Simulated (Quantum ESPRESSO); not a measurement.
```cif
data_F4Na2O4V2
_chemical_formula_sum 'O4 F4 Na2 V2'
_space_group_name_H-M_alt 'P21'
_space_group_IT_number 4
_space_group_name_Hall 'P 2yb'
_cell_length_a 6.56286
_cell_length_b 3.57552
_cell_length_c 7.32159
_cell_angle_alpha 90.000
_cell_angle_beta 110.046
_cell_angle_gamma 90.000
loop_
_atom_site_label
_atom_site_type_symbol
_atom_site_symmetry_multiplicity
_atom_site_Wyckoff_symbol
_atom_site_fract_x
_atom_site_fract_y
_atom_site_fract_z
_atom_site_occupancy
O1 O 2 a 0.28521 0.76289 0.44330 1
O2 O 2 a 0.09484 0.23936 0.14012 1
F1 F 2 a 0.37899 0.72829 0.11741 1
F2 F 2 a 0.13656 0.22782 0.75669 1
Na1 Na 2 a 0.63522 0.22635 0.21505 1
V1 V 2 a 0.13856 0.75619 0.21477 1
```

The geometry is that of Materials Project entry mp-18953, symmetrised and not relaxed again.

Task: What does PBEsol (Quantum ESPRESSO, PseudoDojo norm-conserving, 88 Ry, without SOC) give for the electronic structure near the Fermi level?

Result: The PBEsol gap is indirect, 2.00 eV, from 71 % of the way from Y to D to X; the smallest direct gap is 2.55 eV. Another valence and conduction extremum on the path lies within 0.02 eV, too close to call. The 3d shell has no Hubbard U; the runs are without spin polarisation, and magnetic order was not tried.
